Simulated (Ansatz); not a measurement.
CsVI3 (P6_3/mmc)

Level of theory: r²SCAN+U, U_eff = 2.0 eV (Dudarev form) on V d, fully localised double counting, collinear spin, scalar-relativistic, 500 eV, PAW set soft_2 (made for PBE), 3×3×3 mesh, Gaussian smearing of 0.05 eV; plane-wave PAW code Ansatz.

```yaml
crystal:
  lattice:
    - [8.12400, 0.00000, 0.00000]
    - [-4.06200, 7.03559, 0.00000]
    - [0.00000, 0.00000, 6.77400]
  atoms:
    - { symbol: Cs, position: [0.33333, 0.66667, 0.25000] }
    - { symbol: Cs, position: [0.66667, 0.33333, 0.75000] }
    - { symbol: V, position: [0.00000, 0.00000, 0.00000] }
    - { symbol: V, position: [0.00000, 0.00000, 0.50000] }
    - { symbol: I, position: [0.16900, 0.83100, 0.75000] }
    - { symbol: I, position: [0.33800, 0.16900, 0.25000] }
    - { symbol: I, position: [0.16900, 0.33800, 0.75000] }
    - { symbol: I, position: [0.83100, 0.16900, 0.25000] }
    - { symbol: I, position: [0.66200, 0.83100, 0.75000] }
    - { symbol: I, position: [0.83100, 0.66200, 0.25000] }
```

The structure is that of a cell as deposited in COD, unrelaxed.

Cell and atoms stay fixed. Atoms count from 1 in the text and from 0 in parts of the program's output.

Two runs on this cell converged from different starts. The ends of their outputs, energies left out (λ are the eigenvalues of a shell's occupation matrix):

Run A:

```
Magnetization: 0.0000 μB (73.0000 up, 73.0000 down)
Absolute magnetization: 6.4598 μB (∫|ρ↑−ρ↓|, with the PAW one-centre terms)
Per-site moments (μB) at R_I (Å): [(0.00000, 1.67563), (0.00000, 1.67563), (2.72992, 1.20426), (-2.72992, 1.20426), (0.00000, 1.20426), (0.00000, 1.20426), (0.00000, 1.20426), (0.00000, 1.20426), (0.00000, 1.20426), (0.00000, 1.20426)]
Fermi energy:    6.798523 eV
--- Forces (eV/Å), atoms counted from 1 ---
  atom   1  Cs     0.00000101     0.00000111    -0.00003249
  atom   2  Cs    -0.00000101    -0.00000111     0.00003249
  atom   3  V      0.00000000     0.00000000     0.00000000
  atom   4  V      0.00000000     0.00000000     0.00000000
  atom   5  I     -0.33300697     0.19228110    -0.00005061
  atom   6  I     -0.33302451    -0.19226058     0.00005473
  atom   7  I     -0.00001614    -0.38453387    -0.00005764
  atom   8  I      0.33300697    -0.19228110     0.00005061
  atom   9  I      0.33302451     0.19226058    -0.00005473
  atom  10  I      0.00001614     0.38453387     0.00005764
--- Stress (GPa, compression-positive) ---
        0.169092      -0.000008      -0.000003
        0.000009       0.169087       0.000003
        0.000000      -0.000001       0.418683
  P = ⅓ Tr σ = 0.2523 GPa (2.523 kbar)
--- Löwdin populations: 10 sites ---
  site symbol       q [e]    m [muB]
     0     Cs      8.2590     0.0000
     1     Cs      8.2590     0.0000
     2      V     12.1470     3.0422
     3      V     12.1470    -3.0422
     4      I     17.4657     0.0000
     5      I     17.4657     0.0000
     6      I     17.4657     0.0000
     7      I     17.4657     0.0000
     8      I     17.4657     0.0000
     9      I     17.4657     0.0000
--- Occupation matrices: 2 shells (run DFT+U table (all-electron-ortho-atomic); ε = 2.00e-2, under-converged) ---
  V2 d_3D up     Tr n = 3.3172  λ = 0.172 0.172 0.984 0.995 0.995
  V2 d_3D dn     Tr n = 0.3256  λ = 0.025 0.025 0.037 0.119 0.119
  V3 d_3D up     Tr n = 0.3256  λ = 0.025 0.025 0.037 0.119 0.119
  V3 d_3D dn     Tr n = 3.3172  λ = 0.172 0.172 0.984 0.995 0.995
```

Run B:

```
Magnetization: 0.0000 μB (73.0000 up, 73.0000 down)
Absolute magnetization: 6.0925 μB (∫|ρ↑−ρ↓|, with the PAW one-centre terms)
Per-site moments (μB) at R_I (Å): [(0.00000, 1.67563), (0.00000, 1.67563), (2.68067, 1.20426), (-2.68068, 1.20426), (0.00000, 1.20426), (0.00000, 1.20426), (0.00000, 1.20426), (0.00000, 1.20426), (0.00000, 1.20426), (0.00000, 1.20426)]
Fermi energy:    6.977407 eV
--- Forces (eV/Å), atoms counted from 1 ---
  atom   1  Cs     0.00000000     0.01221741     0.00000144
  atom   2  Cs     0.00000000    -0.01221741    -0.00000144
  atom   3  V      0.00000000     0.00000000     0.00000000
  atom   4  V      0.00000000     0.00000000     0.00000000
  atom   5  I      0.17291594    -0.13550715     0.00000115
  atom   6  I      0.17291594     0.13550715    -0.00000115
  atom   7  I      0.00000000    -0.44326026    -0.00000073
  atom   8  I     -0.17291594     0.13550715    -0.00000115
  atom   9  I     -0.17291594    -0.13550715     0.00000115
  atom  10  I      0.00000000     0.44326026     0.00000073
--- Stress (GPa, compression-positive) ---
        1.885238       0.000000       0.000000
        0.000000       0.754129       0.000001
        0.000000      -0.000001       1.744448
  P = ⅓ Tr σ = 1.4613 GPa (14.613 kbar)
--- Löwdin populations: 10 sites ---
  site symbol       q [e]    m [muB]
     0     Cs      8.2598     0.0000
     1     Cs      8.2598     0.0000
     2      V     12.0520     2.9106
     3      V     12.0520    -2.9106
     4      I     17.5095     0.0000
     5      I     17.5095     0.0000
     6      I     17.4529     0.0000
     7      I     17.5095     0.0000
     8      I     17.5095     0.0000
     9      I     17.4529     0.0000
--- Occupation matrices: 2 shells (run DFT+U table (all-electron-ortho-atomic); ε = 2.00e-2, under-converged) ---
  V2 d_3D up     Tr n = 3.2026  λ = 0.049 0.181 0.987 0.990 0.996
  V2 d_3D dn     Tr n = 0.3343  λ = 0.027 0.030 0.042 0.110 0.126
  V3 d_3D up     Tr n = 0.3343  λ = 0.027 0.030 0.042 0.110 0.126
  V3 d_3D dn     Tr n = 3.2026  λ = 0.049 0.181 0.987 0.990 0.996
```

Question: Which run lies higher in energy, by how much, and why?

Answer: Run B, by 156.7 meV/atom. Run B has 3 d electrons in filled orbitals, 3 of them unpaired, the high-spin filling, a gap of 1.49 eV; run A has 3 d electrons in filled orbitals, 3 of them unpaired, the high-spin filling, a gap of 3.33 eV. Run B kept 4 symmetry operations, run A 2. Flag on run B: occupations loosely converged. Flag on run A: occupations loosely converged. Both fill the same number of orbitals in each spin with the same magnetic order, so they differ in which orbitals are filled. With J = 0 the Hubbard energy is (U/2) Σ λ(1 − λ), a penalty on fractional natural occupations. The sums Σ λ(1 − λ) over the cell's shells are 1.21 for run A and 1.05 for run B, which at U/2 = 1.00 eV give 1.21 and 1.05 eV per cell. Of the difference of 1.57 eV per cell, the Hubbard term gives -0.16 eV and all other terms 1.73 eV, so the Hubbard term itself makes little of it, though U shapes both states. The other terms are taken on each state's own density, so they aren't the result of a run without U.

Every start opposed the V moments, so their parallel order wasn't tried.

In the lower state the fixed cell carries forces up to 0.38 eV/Å; relaxing would change energies and could change the order of close states.

Run B started from: random orbitals: pairs of harmonics, high spin, moments V3 3.00; V4 -3.00 μB, occupations held for 12 iterations. Run A started from: random orbitals: random mixtures, high spin, moments V3 3.00; V4 -3.00 μB, occupations held until the density converged. At this level the cell was started in 11 ways, of which 1 didn't converge. Run A holds the lowest state found for this cell, which doesn't make it the ground state. Spin–orbit coupling is left out. The value of U was drawn from a range and not derived for this compound; another value can change gaps, moments and the order of states. The program marks an occupation table as loosely converged. Gaps are Kohn–Sham gaps over the k-mesh alone and may be smaller between its points.
